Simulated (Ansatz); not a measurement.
BC5:
```yaml
crystal:
  lattice:
    - [-1.25063, 1.25063, 5.67454]
    - [1.25063, -1.25063, 5.67454]
    - [1.25063, 1.25063, -5.67454]
  atoms:
    - { symbol: B, position: [0.75000, 0.25000, 0.50000] }
    - { symbol: C, position: [0.84389, 0.84389, 0.00000] }
    - { symbol: C, position: [0.15611, 0.15611, 0.00000] }
    - { symbol: C, position: [0.50000, 0.50000, 0.00000] }
    - { symbol: C, position: [0.41995, 0.91995, 0.50000] }
    - { symbol: C, position: [0.08005, 0.58005, 0.50000] }
```

Relaxed with PBEsol. Special points in fractions of this cell's reciprocal vectors: Γ (0.000, 0.000, 0.000); X (0.000, 0.000, 0.500); P (0.250, 0.250, 0.250); N (0.000, 0.500, 0.000); M (0.500, 0.500, -0.500); S (0.262, 0.738, -0.262); S0 (-0.262, 0.262, 0.262); R (-0.024, 0.024, 0.500); G (0.500, 0.500, -0.024).

**Question.** List the band energies nearest the Fermi level at these points for PBEsol in the plane-wave PAW code Ansatz.

**Answer.** In eV from the Fermi level; about four levels below and three above (degenerate sets whole), none deeper than 8.9 eV; points with the same levels are listed once.

```
k                    below           above
-  -----------------------  --------------
Γ  -5.07 -5.07 -3.17 -3.17  0.28 1.76 1.76
X  -6.47 -6.00 -5.08 -4.96  4.59 5.61 7.36
P  -6.22 -5.78 -5.26 -5.05  5.23 5.80 6.21
N  -4.60 -2.61 -2.54 -2.29  0.96 7.80 8.72
M  -2.35 -2.35 -1.92 -1.90  0.41 0.41 5.25
S  -2.95 -2.82 -2.75 -2.43  0.98 7.89 8.60
R  -6.42 -5.96 -5.12 -4.99  4.68 5.69 7.39
```

Space group I-4m2. The workflow started from a Materials Project entry (that database holds measured and hypothetical structures alike); the Crystallography Open Database copy checked does not list it. Whether it is the stable phase at ambient conditions was not checked. The cell was relaxed with PBEsol under the symmetry of its start; whether a distortion lowers the energy is not shown.

Potentials: the later of the program's two PAW sets.
